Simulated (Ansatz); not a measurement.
Method: PBE, scalar-relativistic; no spin polarisation; PAW, 420 eV, Γ-centred 10×10×6 mesh, 0.05 eV Gaussian smearing; code Ansatz; PAW files: Ansatz's generated set soft_2.

A compound XMo has these computed properties.

```
Space group                                           : P6_3/mmc (No. 194)
Conventional cell                                     : a = 4.601 Å, b = 4.601 Å, c = 5.140 Å, α = 90.00°, β = 90.00°, γ = 120.00°
Volume                                                : 23.55 Å³/atom
Band gap                                              : zero (metallic)
Density of states at the Fermi level                  : 0.49 states/(eV·atom)
Bader charges                                         : Mo 0.20; X -0.20 e
Formation energy from the elements (0 K, uncorrected) : 0.64 eV/atom (unstable against the elements)
Bulk modulus (Birch–Murnaghan)                        : 107 GPa
```

Sites: Mo on 2a, X on 2c.

**Question.** Which element is X?
A. Tl
B. Pb
C. At
D. Bi

**Answer.** D. X is Bi, so the compound is BiMo.

This is a trial structure made by placing the elements on a prototype's sites, so it needn't be the stable form.

Spin–orbit coupling, which matters for such heavy elements, is left out.
